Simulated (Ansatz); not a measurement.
**Si, first-principles data**

Si:
```cif
data_Si7
_chemical_formula_sum 'Si7'
_space_group_name_H-M_alt 'P 1'
_space_group_IT_number 1
_cell_length_a 5.29520
_cell_length_b 5.29520
_cell_length_c 5.29520
_cell_angle_alpha 90.000
_cell_angle_beta 90.000
_cell_angle_gamma 90.000
loop_
_space_group_symop_operation_xyz
  'x, y, z'
loop_
_atom_site_label
_atom_site_type_symbol
_atom_site_fract_x
_atom_site_fract_y
_atom_site_fract_z
_atom_site_occupancy
Si1 Si 0.23921 0.23921 0.23921 1
Si2 Si 0.00000 0.50000 0.50000 1
Si3 Si 0.23921 0.76079 0.76079 1
Si4 Si 0.50000 0.00000 0.50000 1
Si5 Si 0.76079 0.23921 0.76079 1
Si6 Si 0.50000 0.50000 0.00000 1
Si7 Si 0.76079 0.76079 0.23921 1
```

Space group P-43m (No. 215); conventional cell a = b = c = 5.2952 Å, α = β = γ = 90.00°.

Method: plane-wave PAW r²SCAN (Ansatz code). Geometry: relaxed at this level of theory. Other levels are named where they apply.

### Cell and energy

```
Property              Value
---------------  ----------
Volume per atom    21.21 Å³
Density          2.20 g/cm³
```

### Electronic structure

```
Quantity                                                                    Result
------------------------------------  --------------------------------------------
Electronic character                                             metallic (no gap)
Density of states at the Fermi level  0.39 states/eV per atom (mean over ±0.08 eV)
```

The start of the workflow was typed in or built on a structure type; neither database checked (COD, Materials Project) lists it. It is not the phase usual at ambient conditions (space group No. 227). The r²SCAN relaxation kept the symmetry of its start; whether a distortion lowers the energy is not shown.

Potentials: the later of the program's two PAW sets.
